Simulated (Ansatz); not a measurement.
Relaxed-ion elastic tensor of SnO₂ (rutile, P4_2/mnm) in GPa (Voigt order), r²SCAN in the plane-wave PAW code Ansatz; density 6.90 g/cm³, 12.09 Å³ per atom.

|  | 1 | 2 | 3 | 4 | 5 | 6 |
|---|---|---|---|---|---|---|
| 1 | 254 | 175 | 152 | 0.0 | 0.0 | 0.0 |
| 2 | 175 | 254 | 152 | 0.0 | 0.0 | 0.0 |
| 3 | 152 | 152 | 438 | 0.0 | 0.0 | 0.0 |
| 4 | 0.0 | 0.0 | 0.0 | 99.5 | 0.0 | 0.0 |
| 5 | 0.0 | 0.0 | 0.0 | 0.0 | 99.5 | 0.0 |
| 6 | 0.0 | 0.0 | 0.0 | 0.0 | 0.0 | 205 |

Question: Is the crystal mechanically stable?

Answer: Yes: the smallest eigenvalue of C is 79.8 GPa.

Question: Work out the Voigt, Reuss and Hill averages.

Answer: K_V = 211, K_R = 203, K_H = 207; G_V = 112, G_R = 84.7, G_H = 98.3 GPa.

Question: Give Young's modulus, Poisson's ratio, Pugh's ratio and the universal anisotropy index.

Answer: E = 9KG/(3K + G) = 255 GPa; ν = 0.30; K/G = 2.11 (ductile by the Pugh limit of 1.75); A_U = 5G_V/G_R + K_V/K_R − 6 = 1.65.

Question: Estimate the sound speeds and the Debye temperature.

Answer: v_l = √((K + 4G/3)/ρ) = 7000 m/s, v_t = √(G/ρ) = 3770 m/s, mean 4210 m/s; Θ = (h/k)(3n/4πV)^(1/3) v_m = 547 K.

Question: Solve the Christoffel equation for the three sound speeds along x, y, z.

Answer: Eigenvalues of C_ijkl n_j n_l equal ρv². In km/s, slowest first: x 3.80, 5.45, 6.07; y 3.80, 5.45, 6.07; z 3.80, 3.80, 7.96.

Question: How much does each axis shrink under pressure?

Answer: Linear compressibilities β_i = Σ_j S_ij (j = 1 to 3): x 2.0, y 2.0, z 0.88 per TPa.

The cell was relaxed with r²SCAN under the symmetry of its start; of distortions, only those at the zone centre were tested. Scalar-relativistic: spin–orbit coupling is off unless named, which matters more the heavier the elements.

Potentials: the later of the program's two PAW sets.
